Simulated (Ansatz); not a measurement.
The cell below belongs to a search over invented structures; it isn't taken from experiment.

Input and command of a plane-wave DFT calculation in Ansatz:

```yaml
crystal:
  lattice:
    - [4.90701422, 0.0, 0.0]
    - [0.0, 4.90701422, 0.0]
    - [0.0, 0.0, 4.90701422]
  atoms:
    - { symbol: Mg, position: [0.5, 0.5, 0.5] }
    - { symbol: Sn, position: [0.148, 0.148, 0.148] }
    - { symbol: Sn, position: [0.148, 0.852, 0.852] }
    - { symbol: Sn, position: [0.852, 0.852, 0.148] }
    - { symbol: Sn, position: [0.852, 0.148, 0.852] }
    - { symbol: "N", position: [0.0, 0.0, 0.0] }
basis:
  ecutwfc: 420
kpoints:
  mp_grid: { grid: [4, 4, 4] }
hamiltonian:
  xc: pbe
scf:
  occupations: { method: gaussian, width: 0.1 }
  lower_state_search: "off"
output:
  forces: true
  stress: true
  eigenvalues: true
relax:
  adjacent_minimum: "off"
  f_tol: 0.04
  max_steps: 70
  cell: { stress_tol: 0.4 }
```

```bash
ansatz run input.yaml --threads 1 --pin off --max-ram 2560MiB --backend cpu --events-out ev --progress --plain --runs-dir out
```

Processor: Intel(R) Xeon(R) Processor @ 2.50GHz (Skylake/Cascade Lake), 1 thread, on a host shared with other jobs.

Problem. Estimate time, memory and problem size.

Solution. About 95 s, peak memory 0.42 GiB. It solves 43 bands at 10 k points (after reduction by symmetry) with about 3407 plane waves (on the last cell), in 72 SCF iterations over 10 ionic steps.
